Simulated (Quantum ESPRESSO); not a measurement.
# Planted mistakes on one cell of NbHfTaF2O6

The results below are calculated, not measured. They come from pw.x of Quantum ESPRESSO 7.5, a plane-wave density functional program, with PseudoDojo standard norm-conserving files (v0.5 for PBE, v0.4.1 for LDA and PBEsol). The cells are made up: elements, strain and atom displacements were drawn at random, and nothing was relaxed. There is no spin polarisation, spin-orbit coupling or dispersion term.

The hafnium file is less sure than the others, with forces about 3 percent (worst 6) and pressure in oxides about 1.5 GPa (worst 2.7) from a second method in checks, which no rerun with the same files tests.

The cell has 12 sites of a rutile lattice (two cells along c). Sites 1 to 4 hold Nb empty Hf Ta; sites 5 to 12 hold F O O F O O O O. Cell vectors in Å: (4.995, 0.000, 0.000); (0.000, 4.995, 0.000); (0.000, 0.000, 6.605). Settings: PBE, cutoff 1143 eV, 5 x 5 x 4 k mesh shifted by half a step, Fermi-Dirac smearing of 0.025 eV.

The intended run has a self-consistency threshold of 1e-07 eV, a smearing term of 0.000 eV, a pressure of -21.32 GPa and 20 iterations. Each further run changes one thing: all lengths scaled by 0.9931; atoms of sites 6 and 8 exchanged; cutoff 663 eV; files of PBEsol; k mesh 1 x 1 x 1; one electron added; smearing 0.66 eV; threshold 0.3 eV. A coarse mesh keeps the shift, and a charged cell sits in a uniform background.

```
run,change of free energy (eV),smearing term -TS (eV),change of P (GPa),largest change of a force component (eV/Å),iterations
A,7.202,-0.026,14.00,1.027,20
B,-0.430,0.000,2.01,0.267,20
C,0.793,0.000,0.81,4.727,21
D,7.791,0.000,-35.60,0.091,20
E,0.204,0.000,-6.21,0.379,7
F,-2.078,-5.030,4.33,2.708,20
G,16.742,0.000,-4.43,0.219,20
H,0.453,0.000,0.61,0.787,21
```

A rerun of the intended cell at 1467 eV and k mesh 7 x 7 x 6 moved values by no more than 0.004 eV in the cell's energy, 0.03 GPa in stress and 0.002 eV/Å in force.

Question: which change belongs to which run?

## Worked reading

Run E has the fewest iterations, as a run stopped early does. Run F has the largest smearing term, as wide smearing gives. Run D has a higher energy and the largest fall in pressure, as too small a basis gives. Run B changes the volume by a factor of 0.9794; minus its pressure change over the logarithm of that factor, 97 GPa, is a rough bulk modulus with clamped atoms. Energies from files of another functional, or of a charged cell, have another zero and say nothing on stability; the pressure of a charged cell rests on the program's zero of potential too.

## Key

```
run,change
A,one electron added
B,all lengths scaled by 0.9931
C,atoms of sites 6 and 8 exchanged
D,cutoff 663 eV
E,threshold 0.3 eV
F,smearing 0.66 eV
G,files of PBEsol
H,k mesh 1 x 1 x 1
```